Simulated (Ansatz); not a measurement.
## NaSrPO₄ — O-17 NMR of the central transition

Cell: a computed structure from the Materials Project (it need not be an observed phase), taken as it stands.

Space group Pnma (No. 62); a = 7.1168, b = 5.5083, c = 9.7744 Å.

```csv
site,Wyckoff,site symmetry,x,y,z
Na,4c,.m.,0.1746,0.2500,0.4289
Sr,4c,.m.,0.4909,0.2500,0.6985
P,4c,.m.,0.2304,0.2500,0.0791
O13,8d,1,0.3035,0.4816,0.1524
O21,4c,.m.,0.0116,0.2500,0.0776
O25,4c,.m.,0.8051,0.2500,0.5717
```

One atom of each set is listed.

Method: Kohn–Sham DFT in Ansatz, PBE, plane waves and PAW, scalar-relativistic, 420 eV cutoff, Γ-centred 3×4×2 k-points, Fermi–Dirac smearing 0.02 eV.

O-17 has I = 5/2 and Q = -25.58 mb (Pyykkö 2018); at 11.7 T its Larmor frequency is ν₀ = 67.6 MHz. Only the quadrupole interaction is simulated: positions count from each site's isotropic chemical shift, and J coupling is left out, as are shift anisotropy and dipolar coupling, which fast spinning averages.

(1) What does the O-17 spectrum (fast magic-angle spinning) show for each site?

Answers

(1) 

| site | first shell | C_Q (MHz) | η | P_Q (MHz) | δ_QIS (ppm) | breadth (kHz) |
| --- | --- | --- | --- | --- | --- | --- |
| O13 | 1 P at 1.55 Å; also 2 Sr at 2.54–2.60 Å, 3 Na at 2.64–3.13 Å | -4.90 | 0.09 | 4.91 | -31.7 | 4.71 |
| O21 | 1 P at 1.56 Å; also 1 Na at 2.40 Å, 3 Sr at 2.70–3.00 Å | -5.12 | 0.02 | 5.12 | -34.5 | 5.03 |
| O25 | 1 P at 1.57 Å; also 2 Sr at 2.56–2.61 Å, 3 Na at 2.76–2.98 Å | -5.09 | 0.04 | 5.09 | -34.0 | 4.99 |

δ_QIS = −(ν_Q²/30ν₀²)[I(I+1) − 3/4](1 + η²/3) × 10⁶ ppm with ν_Q = 3|C_Q|/[2I(2I−1)]; it falls as 1/B₀² in ppm, and the breadth as 1/B₀ in kHz.

At O13, O21 and O25 V_zz points along its bond to P (within 2°) in each case.

The run took 61 s of wall time (60 s of CPU time) and 0.93 GiB at its peak, on 1 thread of Intel Xeon Platinum 8259CL CPU @ 2.50GHz (Skylake/Cascade Lake) (x86_64; 44 cores open to the job, memory cap 2.5 GiB, no GPU), a shared host with a load of 0.5 a core.
